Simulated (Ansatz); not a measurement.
HfS$_{2}$:
```
HfS2
1.0
    6.39215     0.00000     0.00000
    0.00000     6.07729     0.00000
    0.00000     0.00000     6.16984
Hf S
4 8
Direct
  0.05740   0.27818   0.24853
  0.94260   0.72182   0.74853
  0.44260   0.27818   0.74853
  0.55740   0.72182   0.24853
  0.38158   0.08385   0.36574
  0.61842   0.91615   0.86574
  0.11842   0.08385   0.86574
  0.88158   0.91615   0.36574
  0.75063   0.43748   0.49874
  0.24937   0.56252   0.99874
  0.74937   0.43748   0.99874
  0.25063   0.56252   0.49874
```

Relaxed with PBE. Special points in fractions of this cell's reciprocal vectors: Γ (0.000, 0.000, 0.000); X (0.500, 0.000, 0.000); S (0.500, 0.500, 0.000); Y (0.000, 0.500, 0.000); Z (0.000, 0.000, 0.500); U (0.500, 0.000, 0.500); R (0.500, 0.500, 0.500); T (0.000, 0.500, 0.500).

Question: List the band energies nearest the valence-band maximum at these points for plane-wave PAW PBE (Ansatz code).

Answer: In eV from the valence-band maximum; about four levels below and three above (degenerate sets whole), none deeper than 8.9 eV; points with the same levels are listed once.

```json
[
 {"k": "Γ", "below": "-0.74 -0.21 -0.10 0.00", "above": "1.61 1.69 1.73"},
 {"k": "X", "below": "-0.71 -0.71 -0.54 -0.54", "above": "1.61 1.61 2.20 2.20"},
 {"k": "S", "below": "-0.88 -0.88 -0.61 -0.61", "above": "1.66 1.66 1.87 1.87"},
 {"k": "Y", "below": "-0.82 -0.56 -0.52 -0.28", "above": "1.22 1.30 1.67"},
 {"k": "Z", "below": "-0.45 -0.45 -0.35 -0.35", "above": "1.60 1.60 1.79 1.79"},
 {"k": "U", "below": "-0.98 -0.98 -0.98 -0.98", "above": "2.05 2.05 2.05 2.05"},
 {"k": "R", "below": "-1.15 -1.15 -1.15 -1.15", "above": "1.47 1.47 1.47 1.47"},
 {"k": "T", "below": "-1.32 -1.32 -0.61 -0.61", "above": "1.63 1.63 1.65 1.65"}
]
```

Space group Pca2_1. The start of the workflow was typed in or built on a structure type; neither database checked (COD, Materials Project) lists it. Whether it is the stable phase at ambient conditions was not checked. The PBE relaxation kept the symmetry of its start; whether a distortion lowers the energy is not shown. No spin polarisation was allowed. Scalar-relativistic: spin–orbit coupling is off unless named, which matters more the heavier the elements.

Potentials: the earlier of the program's two PAW sets.
